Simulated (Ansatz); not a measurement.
Input and command of a calculation in Ansatz (plane waves; scalar-relativistic PAW potentials unless the input names others):

```yaml
crystal:
  lattice:
    - [2.0431, -2.0431, 0.0]
    - [2.0431, 0.0, -2.0431]
    - [8.1724, 8.1724, 8.1724]
  atoms:
    - { symbol: Ag, position: [0.6666666667, 0.6666666667, 0.1666666667] }
    - { symbol: Ag, position: [0.0, 0.0, 0.0] }
    - { symbol: Ag, position: [0.3333333333, 0.3333333333, 0.3333333333] }
    - { symbol: Ag, position: [0.6666666667, 0.6666666667, 0.6666666667] }
    - { symbol: Ag, position: [0.0, 0.0, 0.5] }
    - { symbol: Ag, position: [0.3333333333, 0.3333333333, 0.8333333333] }
basis:
  ecutwfc: 420
  xc_grid: 2
kpoints:
  mp_grid: { grid: [18, 18, 4] }
hamiltonian:
  xc: pbesol
scf:
  occupations: { method: gaussian, width: 0.15 }
  convergence: { dr2_threshold: 1.0e-05 }
output:
  forces: true
  eigenvalues: true
  stress: true
```

```bash
ansatz run input.yaml --threads 2 --pin off --max-ram 5120MiB --backend cpu --events-out ev --progress --plain --runs-dir out
```

Abridged log:
```
Warning: scf.convergence.dr2_threshold = 1e-5 eV is looser than this run's default, which is 1e-7 eV or tighter. The error in the forces grows as the threshold's square root, so leave the key out unless less accurate forces are enough
Warning: output.stress: scf.convergence.dr2_threshold = 1e-5 eV is looser than the 6e-10 eV advised for a printed stress (1e-10 eV for each atom of the cell: 6). ...
Pseudopotentials: kind: paw
Pseudopotential: Ag, paw, valence charge 19, recommended cutoff 420 eV (normal)
Functional definition: PBEsol
Crystal: 6 atoms, lattice volume = 102.341 Å³
Basis set: ecut = 420 eV, 1979 PW (Γ), exchange–correlation on 40×40×192 points (8 copies of the dense FFT grid, shifted against one another)
Bands: 69, of which v1, the nominal top of the filled ones, is band 57 counted from 1 (56 counted from 0)
Symmetry: 72 space group operations
Space group: Fm-3m (ITA 225), of the structure as read, at distance tolerance 4.7e-5 Å
k-points: 138 of 1296
Initial density: superposition of atomic densities (neutral atoms: chi_scale 0, normalization atom), corrected by the library's trained network
Initial wavefunctions: pseudopotential atomic-orbital guess
Functional: x = pbesol(κ = 0.804, μ = 0.12345679), c = pbesol(β = 0.046)
SCF iter   1: F=—  HF=-45133.508324 eV  |F-HF|=—  |Δ(HF+E_count)|=         —  Δρ=1.01e-2  dr2=9.77e-2  ethr=1.77e-3  ⟨swp⟩=5.2  Hψ=29503  notcnv=0  defer=185
SCF iter   2: F=—  HF=-45133.483294 eV  |F-HF|=—  |Δ(HF+E_count)|=   2.50e-2  Δρ=2.68e-3  dr2=6.96e-3  ethr=8.57e-5  ⟨swp⟩=2.6  Hψ=17271  notcnv=0  defer=212
SCF iter   3: F=—  HF=-45133.481288 eV  |F-HF|=—  |Δ(HF+E_count)|=   2.01e-3  Δρ=1.05e-3  dr2=6.15e-4  ethr=6.10e-6  ⟨swp⟩=2.0  Hψ=11792  notcnv=0  defer=212
SCF iter   4: F=—  HF=-45133.481201 eV  |F-HF|=—  |Δ(HF+E_count)|=   8.62e-5  Δρ=1.52e-4  dr2=1.16e-5  ethr=5.40e-7  ⟨swp⟩=2.8  Hψ=17950  notcnv=0  defer=212
SCF iter   5: F=-45133.481203 eV  HF=-45133.481203 eV  |F-HF|=3.59e-7  |Δ(HF+E_count)|=   1.52e-6  Δρ=3.13e-5  dr2=1.04e-6  ethr=1.02e-8  ⟨swp⟩=2.8  Hψ=17701  notcnv=0  defer=212
SCF iter   6: F=-45133.481203 eV  HF=-45133.481203 eV  |F-HF|=5.02e-10  |Δ(HF+E_count)|=   5.50e-8  Δρ=5.38e-6  dr2=2.66e-8  ethr=9.12e-10  ⟨swp⟩=7.2  Hψ=37953  notcnv=0
SCF 1 converged in 6 iterations: F = -45133.481203 eV  dr2 = 2.66e-8
SCF converged after 6 iterations
Free energy (F): -45133.481203 eV
Harris-Foulkes:  -45133.481203 eV  (|F-HF|=5.02e-10)
Internal energy: -45133.464098 eV  (E = F + TS)
E sigma→0 (E₀):  -45133.472650 eV
Entropy (-TS):   -0.017105 eV (-2.851 meV/atom)
Fermi energy:    17.140789 eV
--- Forces (eV/Å), atoms counted from 1 ---
  atom   1  Ag     0.00000000     0.00000000     0.00000000
  atom   2  Ag     0.00000000     0.00000000     0.00000000
  atom   3  Ag     0.00000000     0.00000000     0.00000000
  atom   4  Ag     0.00000000     0.00000000     0.00000000
  atom   5  Ag     0.00000000     0.00000000     0.00000000
  atom   6  Ag     0.00000000     0.00000000     0.00000000
--- Stress (GPa, compression-positive) ---
       -2.640176      -0.108402      -0.108402
       -0.108402      -2.640176      -0.108402
       -0.108402      -0.108402      -2.640176
  P = ⅓ Tr σ = -2.6402 GPa (-26.402 kbar)
```

Apart from outputs and empty bands, the input differs from a reference run on usual settings in basis.xc_grid: not typed → 2; scf.convergence.dr2_threshold: not typed → 1e-05. The reference, at the same geometry (not necessarily relaxed), gave pressure -2.64 GPa, largest force 0.000 eV/Å, no gap on the mesh. This run converged in 6 SCF iterations (reference: 6) with an energy at zero smearing within 0.01 meV/atom of the reference's, pressure -2.64 GPa, largest force 0.000 eV/Å, no gap on the mesh.

The SCF went on to a residual of 2.7e-08 eV, far under the typed threshold, which therefore didn't bind.

It took 25 s on 2 threads of Arm Neoverse V1, on a shared host, peak memory 0.82 GiB.